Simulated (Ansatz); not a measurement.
AgI:
```
CELL_PARAMETERS angstrom
      0.00000     3.07774     3.07774
      3.07774     0.00000     3.07774
      3.07774     3.07774     0.00000
ATOMIC_POSITIONS crystal
  Ag 0.00000 0.00000 0.00000
  I  0.50000 0.50000 0.50000
```

Relaxed with HSE06.

**Question.** Give the Bader charges and basin volumes of the independent atoms, HSE06 (plane waves, PAW; program Ansatz).

**Answer.** 

```csv
atom,Bader charge (e),Bader volume (Å³)
Ag1,+0.42,21.3
I2,-0.42,37.0
```

Space group Fm-3m (rock salt). This is a known high-pressure phase of the composition, computed here at zero pressure and temperature. The cell was relaxed with HSE06 under the symmetry of its start; whether a distortion lowers the energy is not shown. No spin polarisation was allowed. Scalar-relativistic: spin–orbit coupling is off unless named, which matters more the heavier the elements.

Potentials: the earlier of the program's two PAW sets. The files were generated under PBE; for other functionals the program regenerates the frozen cores, and for LDA and PBEsol the local potential too.
